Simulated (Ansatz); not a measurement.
BiTe: energy along a strain

BiTe, Fm-3m, a = 6.470 Å (as given, not relaxed at this level: -2.8 GPa). The structure is a COD entry; whether it is the stable form wasn't checked. Ansatz: LDA, PAW, 420 eV, Γ-centred 14×14×14 mesh on 2 atoms, Cold smearing 0.02 eV; no spin polarisation. Cell vectors (Å): 0.000 3.235 3.235; 3.235 0.000 3.235; 3.235 3.235 0.000. The cell is strained by x per cent times the pattern (0 0 0 1 0 0) in the order xx yy zz yz xz xy (engineering shears), with fractional coordinates held. y is the free energy over the start, V0 = 33.855 Å³/atom. Symmetry makes y even in x.

| x (%) | y (meV/atom) |
| --- | --- |
| -2.00 | -0.06 |
| -1.00 | -0.03 |
| 0.00 | 0.00 |
| 0.25 | 0.00 |
| 0.50 | -0.01 |
| 0.75 | -0.02 |
| 1.25 | -0.04 |
| 1.50 | ? |
| 1.75 | -0.05 |

Q: Fit y = c2 x² + c4 x⁴ to the other rows, get the stiffness along the pattern, and predict the missing energy.

A: Least squares on the rows shown. y = −0.03214 x² + 0.004493 x⁴. The clamped-ion stiffness p·C·p = 2 × -0.3214 eV × 160.2 / 33.855 Å³ = -3.0 GPa, which is C44 in these axes (second derivative at the start, which stands under stress). With a term in x⁶ added, the coefficient of x² becomes -0.04265, 33 % more, which shows how far this figure hangs on the form. At x = 1.50 the fit asked for gives -0.05 meV/atom. The run gave -0.05 meV/atom, the same to the digits shown.

The smearing is narrow for a metal on this mesh. Spin–orbit coupling is left out, which can shift energies with elements as heavy as these.

Cost: 9 runs of about 4.2 core-minutes in all, on Arm Neoverse V1 (shared hosts).